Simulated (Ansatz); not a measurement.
**Zr: from a starting cell to a relaxed one**

The start is a relaxed Zr cell displaced along its unstable phonon at q = (½, ½, 0) of its primitive reciprocal cell (110i cm⁻¹), largest move 0.15 Å. A full variable-cell relaxation at zero pressure is run with PBE (plane waves to 420 eV, PAW, scalar-relativistic; Ansatz, a program for electronic structure). First-step values are on the input's coarse k-mesh.

Ansatz input (later rounds restart from its end on a renewed k-mesh):
Ansatz 0.2 input:
```yaml
crystal:
  lattice:
    - [5.8247850648, 0, 0]
    - [2.9123925324, 2.9123925324, 0]
    - [0, 0, 2.9123925324]
  atoms:
    - { symbol: Zr, position: [0, 0, 0.0515040464] }
    - { symbol: Zr, position: [0.5, 0, -0.0515040464] }
basis: { ecutwfc: 420, ecutrho_ratio: 4, xc_grid: 2, fft_grid_basis: typed }
kpoints: { mp_grid: { grid: [11, 11, 11] } }
hamiltonian:
  xc: pbe
  dispersion: none
  pseudopotentials: { azcp: { folder: ./paw }, kind: paw }
scf: { occupations: { method: fermi_dirac, width: 0.05 } }
relax: { f_tol: 0.01, max_steps: 100, cell: { stress_tol: 0.02 } }
output: { forces: true, stress: true }
```

**Question.** How much energy is released per atom?

**Answer.** 0.77 eV/atom.

**Question.** Does it find its way back to the structure it was made from?

**Answer.** It does not go back: it reaches I4/mmm (No. 139), AFLOW prototype A_tI2_139_a (A_a), 0.81 eV/atom below the parent.

**Question.** What band gap does the relaxed structure have at this level?

**Answer.** Zero (metallic).

**Question.** Give the final cell and atomic positions.

**Answer.** 
Space group I4/mmm (No. 139); a = b = 3.802 Å, c = 3.169 Å, α = β = γ = 90.00°

```tsv
atom	site	symmetry	x	y	z
Zr	2b	4/mmm	0.0000	0.0000	0.5000
```
(The calculation used a cell of 1 atom; values per cell refer to that cell.)

Final values are on a 19×19×19 k-mesh of the relaxed cell. No spin polarisation in the result.

The run could not lose the symmetry of its start: the end is stationary, and may be a saddle point rather than a minimum.

The relaxed structure here is a generated cell of Zr: the first start was made by placing the elements on the sites of a structure type, and the end was not matched to a known phase here, so it may be hypothetical. Known forms of Zr include space group No. 194.
